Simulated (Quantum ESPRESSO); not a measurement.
WSc4GaTiAg, finding a planted mistake in a log

A calculation, not a measurement. The program is pw.x of Quantum ESPRESSO 7.5 (plane-wave density functional theory). The cell is made up: eight metal atoms on a hexagonal close-packed lattice, with elements, volume, strain and displacements drawn at random and not relaxed, so it may be unstable or far from any real phase. PseudoDojo standard norm-conserving files set the functional (PBE unless stated); there is no spin polarisation or spin-orbit coupling, the Fermi-Dirac width of 0.25 eV means electrons at about 2900 K, and the masses in the input are unused placeholders. Heavy elements are run without spin-orbit coupling, which real alloys of them have. A spin test at this wide smearing found no moment, but such smearing suppresses magnetism that the real alloy may have.

Intended input:

```
&control calculation='scf', pseudo_dir='./dojo.nc.sr.pbe.v0_5.standard.upf', outdir='./o', disk_io='minimal', tprnfor=.true., tstress=.true. /
&system ibrav=0, nat=8, ntyp=5, nbnd=67, ecutwfc=84.00895049, nosym=.true., tot_charge=0,
 occupations='smearing', smearing='fd', degauss=0.0183746611
/
&electrons conv_thr=1.470e-08, electron_maxstep=70, mixing_beta=0.5 /
ATOMIC_SPECIES
Ag 1.0 Ag.upf
Ga 1.0 Ga.upf
Sc 1.0 Sc.upf
Ti 1.0 Ti.upf
W 1.0 W.upf
CELL_PARAMETERS angstrom
4.6952 -2.6676 0.0417
-3.1806 -0.0118 -4.8808
3.2184 5.4881 -0.011
ATOMIC_POSITIONS angstrom
W 0.1106 0.0491 0.0963
Sc 1.5297 2.6921 0.0433
Sc -0.04 1.7797 -2.4097
Ga 1.6625 4.5066 -2.4213
Ti 3.2453 0.0928 -0.0393
Sc 4.6806 2.7372 -0.0476
Sc 1.466 -0.9316 -2.5522
Ag 3.1079 1.9289 -2.5406
K_POINTS automatic
5 5 4 1 1 1
```

The log is shortened where brackets say so; the opening notice, blank lines, dates and the lines on written files are dropped, and the path of the files is cut. It prints rydbergs, bohrs and kilobars, and counts compression as positive stress. Its total energy is the free energy E - TS of the whole cell.

Log of the intended run:

```
     Program PWSCF v.7.5
     Parallel version (MPI & OpenMP), running on       4 processor cores
     Number of MPI processes:                 4
     Threads/MPI process:                     1
     [start-up lines left out]
     bravais-lattice index     =            0
     lattice parameter (alat)  =      10.2050  a.u.
     unit-cell volume          =    1127.2309 (a.u.)^3
     number of atoms/cell      =            8
     number of atomic types    =            5
     number of electrons       =       102.00
     number of Kohn-Sham states=           67
     kinetic-energy cutoff     =      84.0090  Ry
     charge density cutoff     =     336.0358  Ry
     scf convergence threshold =      1.5E-08
     mixing beta               =       0.5000
     number of iterations used =            8  plain     mixing
     Exchange-correlation= PBE
                           (   1   4   3   4   0   0   0)
     [axes and pseudopotential details left out]
   Cartesian axes
     site n.     atom                  positions (alat units)
         1        W      tau(   1) = (   0.0204805   0.0090922   0.0178325  )
         2        Sc     tau(   2) = (   0.2832645   0.4985137   0.0080181  )
         3        Sc     tau(   3) = (  -0.0074071   0.3295586  -0.4462198  )
         4        Ga     tau(   4) = (   0.3078560   0.8345165  -0.4483679  )
         5        Ti     tau(   5) = (   0.6009533   0.0171844  -0.0072774  )
         6        Sc     tau(   6) = (   0.8667372   0.5068651  -0.0088144  )
         7        Sc     tau(   7) = (   0.2714688  -0.1725104  -0.4726075  )
         8        Ag     tau(   8) = (   0.5755101   0.3571870  -0.4704594  )
     number of k points=    50  Fermi-Dirac smearing, width (Ry)=  0.0184
                       cart. coord. in units 2pi/alat
        k(    1) = (   0.1398622   0.0405748  -0.2018829), wk =   0.0400000
        k(    2) = (   0.2450986   0.2247207  -0.2709059), wk =   0.0400000
     [further k points left out]
     Dense  grid:   117319 G-vectors     FFT dimensions: (  60,  72,  72)
     Estimated max dynamical RAM per process >     408.16 MB
     Estimated total dynamical RAM >       1.51 GB
     Initial potential from superposition of free atoms
     starting charge     101.9842, renormalised to     102.0000
     Starting wfcs are   79 randomized atomic wfcs
     total cpu time spent up to now is        9.3 secs
     per-process dynamical memory:   308.7 Mb
     Self-consistent Calculation
     iteration #  1     ecut=    84.01 Ry     beta= 0.50
     Davidson diagonalization with overlap
     ethr =  1.00E-02,  avg # of iterations =  2.3
     total cpu time spent up to now is       27.4 secs
     total energy              =   -1119.72442504 Ry
     estimated scf accuracy    <       1.37682488 Ry
     iteration #  2     ecut=    84.01 Ry     beta= 0.50
     Davidson diagonalization with overlap
     ethr =  1.35E-03,  avg # of iterations =  5.8
     total cpu time spent up to now is       50.8 secs
     total energy              =   -1119.69772153 Ry
     estimated scf accuracy    <       8.12027012 Ry
     [iterations 3 to 15 left out]
     iteration # 16     ecut=    84.01 Ry     beta= 0.50
     Davidson diagonalization with overlap
     ethr =  8.34E-11,  avg # of iterations =  5.7
     total cpu time spent up to now is      328.9 secs
     total energy              =   -1120.54462064 Ry
     estimated scf accuracy    <       0.00000004 Ry
     iteration # 17     ecut=    84.01 Ry     beta= 0.50
     Davidson diagonalization with overlap
     ethr =  4.02E-11,  avg # of iterations =  3.0
     total cpu time spent up to now is      346.7 secs
     End of self-consistent calculation
     [lines on levels left out]
!    total energy              =   -1120.54462064 Ry
     estimated scf accuracy    <          4.1E-09 Ry
     smearing contrib. (-TS)   =      -0.15480525 Ry
     internal energy E=F+TS    =   -1120.38981539 Ry
     The total energy is F=E-TS. E is the sum of the following terms:
     one-electron contribution =    -446.35241621 Ry
     hartree contribution      =     262.20843880 Ry
     xc contribution           =    -203.33568648 Ry
     ewald contribution        =    -732.91015150 Ry
     convergence has been achieved in  17 iterations
     Forces acting on atoms (cartesian axes, Ry/au):
     atom    1 type  5   force =     0.01659012   -0.00456186   -0.02714591
     atom    2 type  3   force =     0.01741829    0.00934180   -0.03430597
     atom    3 type  3   force =     0.01067431   -0.01113531    0.00365489
     atom    4 type  2   force =     0.00108315    0.01458474   -0.00888972
     atom    5 type  4   force =    -0.06314618   -0.02746651    0.00423296
     atom    6 type  3   force =     0.03608453    0.02503590    0.00255757
     atom    7 type  3   force =    -0.02003295    0.00492628    0.04955276
     atom    8 type  1   force =     0.00132872   -0.01072504    0.01034342
     Total force =     0.113775     Total SCF correction =     0.000207
     Computing stress (Cartesian axis) and pressure
          total   stress  (Ry/bohr**3)                   (kbar)     P=      -33.08
  -0.00026605  -0.00002721  -0.00008777          -39.14       -4.00      -12.91
  -0.00002721  -0.00042506  -0.00004758           -4.00      -62.53       -7.00
  -0.00008777  -0.00004758   0.00001639          -12.91       -7.00        2.41
     init_run     :      8.51s CPU      9.03s WALL (       1 calls)
     electrons    :    334.90s CPU    337.44s WALL (       1 calls)
     forces       :      2.76s CPU      2.83s WALL (       1 calls)
     stress       :      9.86s CPU      9.87s WALL (       1 calls)
     [timing details left out]
     PWSCF        :   5m56.35s CPU   5m59.55s WALL
     JOB DONE.
```

A second run was made from an input with one planted mistake. Its log:

```
     Program PWSCF v.7.5
     Parallel version (MPI & OpenMP), running on       4 processor cores
     Number of MPI processes:                 4
     Threads/MPI process:                     1
     [start-up lines left out]
     bravais-lattice index     =            0
     lattice parameter (alat)  =      10.0396  a.u.
     unit-cell volume          =    1073.3240 (a.u.)^3
     number of atoms/cell      =            8
     number of atomic types    =            5
     number of electrons       =       102.00
     number of Kohn-Sham states=           67
     kinetic-energy cutoff     =      84.0090  Ry
     charge density cutoff     =     336.0358  Ry
     scf convergence threshold =      1.5E-08
     mixing beta               =       0.5000
     number of iterations used =            8  plain     mixing
     Exchange-correlation= PBE
                           (   1   4   3   4   0   0   0)
     [axes and pseudopotential details left out]
   Cartesian axes
     site n.     atom                  positions (alat units)
         1        W      tau(   1) = (   0.0204791   0.0090913   0.0178251  )
         2        Sc     tau(   2) = (   0.2832623   0.4985183   0.0080185  )
         3        Sc     tau(   3) = (  -0.0074161   0.3295661  -0.4462290  )
         4        Ga     tau(   4) = (   0.3078635   0.8345218  -0.4483748  )
         5        Ti     tau(   5) = (   0.6009513   0.0171851  -0.0072844  )
         6        Sc     tau(   6) = (   0.8667462   0.5068756  -0.0088090  )
         7        Sc     tau(   7) = (   0.2714793  -0.1725097  -0.4726184  )
         8        Ag     tau(   8) = (   0.5755219   0.3571978  -0.4704538  )
     number of k points=    50  Fermi-Dirac smearing, width (Ry)=  0.0184
                       cart. coord. in units 2pi/alat
        k(    1) = (   0.1398616   0.0405743  -0.2018839), wk =   0.0400000
        k(    2) = (   0.2450980   0.2247183  -0.2709077), wk =   0.0400000
     [further k points left out]
     Dense  grid:   111661 G-vectors     FFT dimensions: (  60,  64,  72)
     Estimated max dynamical RAM per process >     388.15 MB
     Estimated total dynamical RAM >       1.44 GB
     Initial potential from superposition of free atoms
     starting charge     101.9842, renormalised to     102.0000
     Starting wfcs are   79 randomized atomic wfcs
     total cpu time spent up to now is        8.1 secs
     per-process dynamical memory:   293.3 Mb
     Self-consistent Calculation
     iteration #  1     ecut=    84.01 Ry     beta= 0.50
     Davidson diagonalization with overlap
     ethr =  1.00E-02,  avg # of iterations =  2.3
     total cpu time spent up to now is       23.2 secs
     total energy              =   -1119.61372574 Ry
     estimated scf accuracy    <       1.57480795 Ry
     iteration #  2     ecut=    84.01 Ry     beta= 0.50
     Davidson diagonalization with overlap
     ethr =  1.54E-03,  avg # of iterations =  5.6
     total cpu time spent up to now is       42.6 secs
     total energy              =   -1119.66685159 Ry
     estimated scf accuracy    <       8.30498919 Ry
     [iterations 3 to 15 left out]
     iteration # 16     ecut=    84.01 Ry     beta= 0.50
     Davidson diagonalization with overlap
     ethr =  1.41E-10,  avg # of iterations =  2.7
     total cpu time spent up to now is      293.6 secs
     total energy              =   -1120.55029848 Ry
     estimated scf accuracy    <       0.00000002 Ry
     iteration # 17     ecut=    84.01 Ry     beta= 0.50
     Davidson diagonalization with overlap
     ethr =  2.18E-11,  avg # of iterations =  6.2
     total cpu time spent up to now is      312.4 secs
     End of self-consistent calculation
     [lines on levels left out]
!    total energy              =   -1120.55029848 Ry
     estimated scf accuracy    <          4.6E-09 Ry
     smearing contrib. (-TS)   =      -0.14826073 Ry
     internal energy E=F+TS    =   -1120.40203775 Ry
     The total energy is F=E-TS. E is the sum of the following terms:
     one-electron contribution =    -427.63008902 Ry
     hartree contribution      =     255.79686714 Ry
     xc contribution           =    -203.58852777 Ry
     ewald contribution        =    -744.98028810 Ry
     convergence has been achieved in  17 iterations
     Forces acting on atoms (cartesian axes, Ry/au):
     atom    1 type  5   force =     0.01638468   -0.01028752   -0.03118681
     atom    2 type  3   force =     0.02051573    0.01233390   -0.03738866
     atom    3 type  3   force =     0.01166549   -0.01038411    0.00179274
     atom    4 type  2   force =     0.00149975    0.01513770   -0.00884737
     atom    5 type  4   force =    -0.06900607   -0.02934252    0.00306800
     atom    6 type  3   force =     0.03835790    0.02738087    0.00181379
     atom    7 type  3   force =    -0.02015796    0.00746447    0.05680407
     atom    8 type  1   force =     0.00074047   -0.01230279    0.01394424
     Total force =     0.125564     Total SCF correction =     0.000156
     Computing stress (Cartesian axis) and pressure
          total   stress  (Ry/bohr**3)                   (kbar)     P=        3.20
  -0.00003781  -0.00002548  -0.00010256           -5.56       -3.75      -15.09
  -0.00002548  -0.00019333  -0.00004785           -3.75      -28.44       -7.04
  -0.00010256  -0.00004785   0.00029639          -15.09       -7.04       43.60
     init_run     :      7.49s CPU      7.95s WALL (       1 calls)
     electrons    :    301.89s CPU    304.29s WALL (       1 calls)
     forces       :      2.41s CPU      2.42s WALL (       1 calls)
     stress       :      7.95s CPU      7.95s WALL (       1 calls)
     [timing details left out]
     PWSCF        :   5m19.95s CPU   5m22.86s WALL
     JOB DONE.
```

Question: the log repeats what the program read. Compare it with the intended run: what was wrong in the second input?

Answer: the cell and the positions are scaled by a wrong factor. The input lines that differ:

```
- 4.6952 -2.6676 0.0417
- -3.1806 -0.0118 -4.8808
- 3.2184 5.4881 -0.011
+ 4.6191 -2.6244 0.041
+ -3.1291 -0.0116 -4.8017
+ 3.1663 5.3992 -0.0108
- W 0.1106 0.0491 0.0963
- Sc 1.5297 2.6921 0.0433
- Sc -0.04 1.7797 -2.4097
- Ga 1.6625 4.5066 -2.4213
- Ti 3.2453 0.0928 -0.0393
- Sc 4.6806 2.7372 -0.0476
- Sc 1.466 -0.9316 -2.5522
- Ag 3.1079 1.9289 -2.5406
+ W 0.1088 0.0483 0.0947
+ Sc 1.5049 2.6485 0.0426
+ Sc -0.0394 1.7509 -2.3707
+ Ga 1.6356 4.4336 -2.3821
+ Ti 3.1927 0.0913 -0.0387
+ Sc 4.6048 2.6929 -0.0468
+ Sc 1.4423 -0.9165 -2.5109
+ Ag 3.0576 1.8977 -2.4994
```

|  | intended run | run with the mistake |
| --- | --- | --- |
| free energy (eV) | -15245.786 | -15245.863 |
| entropy term -TS, part of it (eV) | -2.106 | -2.017 |
| pressure (GPa) | -3.31 | 0.32 |
| size of the largest force component (eV/Å) | 1.624 | 1.774 |
| largest change of a force component (eV/Å) |  | 0.186 |
| iterations | 17 | 17 |

For scale, a rerun of the intended cell at a higher cutoff and on a denser mesh moved values by no more than 0.002 eV in energy, 0.02 GPa in stress and 0.003 eV/Å in force, and a second program with other atomic files agreed on that cell to 2 % rms in force and 0.5 GPa in pressure.